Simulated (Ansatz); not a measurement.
The start is a relaxed La cell with every coordinate shifted by Gaussian noise of σ = 0.2 Å. Cell shape, volume and atoms are optimised at zero target pressure with r2SCAN (plane waves to 500 eV, PAW, scalar-relativistic; Ansatz, a program for electronic structure). First-step values are on the input's coarse k-mesh.

Ansatz input (later rounds restart from its end on a renewed k-mesh):
Ansatz 0.2 input:
```yaml
crystal:
  lattice:
    - [3.7846531072, 0, 0]
    - [-1.8923265536, 3.2776057354, 0]
    - [0, 0, 12.0294182043]
  atoms:
    - { symbol: La, position: [0.0291021167, 0.0109216622, 0.0051657574] }
    - { symbol: La, position: [-0.0820348068, -0.0187310461, 0.4877546314] }
    - { symbol: La, position: [0.27250792, 0.7134287765, 0.2509466027] }
    - { symbol: La, position: [0.6305342347, 0.2854925429, 0.7485226999] }
basis: { ecutwfc: 500, ecutrho_ratio: 4, xc_grid: 4, fft_grid_basis: typed }
kpoints: { mp_grid: { grid: [10, 10, 3] } }
hamiltonian:
  xc: r2scan
  dispersion: none
  pseudopotentials: { azcp: { folder: ./paw }, kind: paw }
scf: { occupations: { method: fermi_dirac, width: 0.05 } }
relax: { f_tol: 0.01, max_steps: 100, cell: { stress_tol: 0.02 } }
output: { forces: true, stress: true }
```

| Item | Value |
|---|---|
| Largest initial force | 0.27 eV/Å, on La2 (atoms numbered as listed) |
| Energy released | 0.02 eV/atom |
| Relative to the parent | It relaxes back to the parent, P6₃/mmc (No. 194) |
| Band gap at the end | no gap (metallic) |
| Optimiser moves | 6 |

The end point of the relaxation:

```cif
data_La4
_chemical_formula_sum 'La4'
_space_group_name_H-M_alt 'P63/mmc'
_space_group_IT_number 194
_space_group_name_Hall '-P 6c 2c'
_cell_length_a 3.78465
_cell_length_b 3.78465
_cell_length_c 12.02944
_cell_angle_alpha 90.000
_cell_angle_beta 90.000
_cell_angle_gamma 120.000
loop_
_atom_site_label
_atom_site_type_symbol
_atom_site_symmetry_multiplicity
_atom_site_Wyckoff_symbol
_atom_site_fract_x
_atom_site_fract_y
_atom_site_fract_z
_atom_site_occupancy
La1 La 2 a 0.00000 0.00000 0.00000 1
La2 La 2 d 0.66667 0.33333 0.25000 1
```

Final values are on a 14×14×4 k-mesh of the relaxed cell. No spin polarisation in the result.
